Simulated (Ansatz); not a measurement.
BiPt:
Space group P6₃/mmc (No. 194); a = 4.379 Å, b = 4.379 Å, c = 5.539 Å, α = 90.00°, β = 90.00°, γ = 120.00°

| atom | site | symmetry | x | y | z |
|---|---|---|---|---|---|
| Bi | 2c | -6m2 | 0.3333 | 0.6667 | 0.2500 |
| Pt | 2a | -3m. | 0.0000 | 0.0000 | 0.0000 |

Relaxed at zero pressure with r²SCAN in the plane-wave PAW code Ansatz.

The volume is lowered by 9 % and shape and atoms relax at that volume. What pressure results, and how do the axes share the change?

14.2 GPa; a -3.5 %, b -3.5 %, c -2.3 %; the energy rises by 84 meV/atom.

Give the new structure.


Space group P6₃/mmc (No. 194); a = 4.227 Å, b = 4.227 Å, c = 5.412 Å, α = 90.00°, β = 90.00°, γ = 120.00°

```tsv
atom	site	symmetry	x	y	z
Bi	2c	-6m2	0.3333	0.6667	0.2500
Pt	2a	-3m.	0.0000	0.0000	0.0000
```

The phase is kept; no other phase was compared at this pressure.

Space group P6_3/mmc (NiAs type). The workflow started from a Materials Project entry (that database holds measured and hypothetical structures alike); the Crystallography Open Database files this formula in space group No. 194, but the cells were not matched. Its standing as an ambient phase is unchecked. The r²SCAN relaxation kept the symmetry of its start; of distortions, only those at the zone centre were tested. The run is not spin-polarised. Axis ratios of metals converge slowly with the k-mesh, so a and c are less sure than the volume. Scalar-relativistic: spin–orbit coupling is off unless named, which matters more the heavier the elements.

Potentials: the later of the program's two PAW sets.
